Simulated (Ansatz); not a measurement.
Consider the following.

AlCu₃:
```cif
data_AlCu3
_chemical_formula_sum 'Al1 Cu3'
_space_group_name_H-M_alt 'P 1'
_space_group_IT_number 1
_cell_length_a 3.58950
_cell_length_b 3.58950
_cell_length_c 3.58950
_cell_angle_alpha 90.000
_cell_angle_beta 90.000
_cell_angle_gamma 90.000
loop_
_space_group_symop_operation_xyz
  'x, y, z'
loop_
_atom_site_label
_atom_site_type_symbol
_atom_site_fract_x
_atom_site_fract_y
_atom_site_fract_z
_atom_site_occupancy
Al1 Al 0.00000 0.00000 0.00000 1
Cu1 Cu 0.50000 0.50000 0.00000 1
Cu2 Cu 0.00000 0.50000 0.50000 1
Cu3 Cu 0.50000 0.00000 0.50000 1
```

This is the LDA-relaxed structure.

Q: All from the program Ansatz at the LDA level (PAW), unless another level is named. Predict the Young's modulus.

A: 152 GPa.

Q: What about the highest zone-centre frequency?

A: 311 cm^-1.

Space group Pm-3m (Cu3Au type). The first step of the workflow began from a Materials Project structure, measured or hypothetical; the Crystallography Open Database copy checked does not list it. With Al and Cu taken as one species the cell has the higher symmetry Fm-3m, so it may be an ordered model of a mixed-site phase. Its standing as an ambient phase is unchecked. The LDA relaxation kept the symmetry of its start; of distortions, only those at the zone centre were tested. The run is not spin-polarised. As this level gives no gap, phonon frequencies hold no LO–TO term and depend on the k-mesh and smearing (Fermi–Dirac, 0.1 eV here).

Potentials: the later of the program's two PAW sets.
